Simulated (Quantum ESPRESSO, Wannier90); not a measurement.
## ZnO (wurtzite): Wannier90 run

```xyz
4
Lattice="3.2373 0.0000 0.0000 -1.6187 2.8036 0.0000 0.0000 0.0000 5.2221" Properties=species:S:1:pos:R:3 pbc="T T T"
Zn    -1.6187     0.9345    -2.6079
Zn     1.6187    -0.9345     0.0031
O     -1.6187     0.9345    -0.6281
O      1.6187    -0.9345     1.9829
```

Structure: Materials Project mp-2133, symmetrised, not relaxed again. COD (Crystallography Open Database) has the formula in 2 space groups, this one among them (matched by group alone). Computed values, not measurements, from PBEsol: Quantum ESPRESSO (norm-conserving PseudoDojo potentials, cutoff 68 Ry, no spin polarisation, no spin-orbit coupling) on a Γ-centred 12×12×4 mesh, then Wannier90. Density: 12×12×6 mesh, Gaussian smearing 0.01 Ry.

Bands 9-10 form an isolated set from -17.99 to -17.04 eV relative to the valence-band maximum (on the path) and are turned into 2 Wannier functions by minimising the spread from the start: atomic waves O 2s.

Task: Where do the functions sit, how wide are they and what are they made of?

Result: 
| functions | spread (Å²) | nearest atom, distance (Å) | second atom, distance (Å) | weight on atomic waves |
|---|---|---|---|---|
| 2 | 0.58 | O 0.00 | Zn 1.97 | O 2s 88 %, Zn 4s 9 % |

Ω_I = 1.17 Å², Ω_total = 1.17 Å²; the interpolated bands follow pw.x to 0.0 meV rms on the path. Only this start was tried; a symmetric start can stop on a saddle, and mixtures of these functions could lower the total by at most Ω_total − Ω_I.
